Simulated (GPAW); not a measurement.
Ta3AsAu2O13: changing the dispersion correction

```cif
data_structure
_symmetry_space_group_name_H-M 'R3m:H'
_symmetry_Int_Tables_number 160
_cell_length_a 10.4847
_cell_length_b 10.4847
_cell_length_c 12.4282
_cell_angle_alpha 90.000
_cell_angle_beta 90.000
_cell_angle_gamma 120.000
_cell_volume 1183.19
loop_
_atom_site_label
_atom_site_type_symbol
_atom_site_symmetry_multiplicity
_atom_site_Wyckoff_symbol
_atom_site_fract_x
_atom_site_fract_y
_atom_site_fract_z
_atom_site_occupancy
Ta1 Ta 9 b 0.88626 0.11374 0.34482 1
As1 As 3 a 0.00000 0.00000 0.55878 1
Au1 Au 3 a 0.00000 0.00000 0.96559 1
Au2 Au 3 a 0.00000 0.00000 0.75105 1
O1 O 9 b 0.91374 0.08626 0.49510 1
O2 O 18 c 0.20705 0.92997 0.29021 1
O3 O 9 b 0.78719 0.21281 0.32244 1
O4 O 3 a 0.00000 0.00000 0.30840 1
```

The cell comes from a database or a generator and needn't be the stable form of this composition.

Kept alike: task single point; functional PBE; k mesh 2 × 2 × 2; occupations fermi-dirac, width 0.05 eV; no spin polarisation. Program: GPAW, GPAW PAW data sets (gpaw-data 1.2.1), cutoff 800 eV. The mesh is that of the run's cell of 19 atoms. No spin-orbit coupling.

```csv
dispersion correction,pressure (GPa)
D3(zero),-0.27
D3(BJ),-0.21
D4,-0.20
none,0.76
```

The k mesh is coarse, so the values aren't converged. Pressure is positive in compression; the values hold the error of the finite cutoff, so their zero can differ a little from the energy's minimum.

The pressure runs from -0.27 (D3(zero)) to 0.76 GPa (none). Dispersion terms mostly attract, so at fixed cell they lower the pressure.
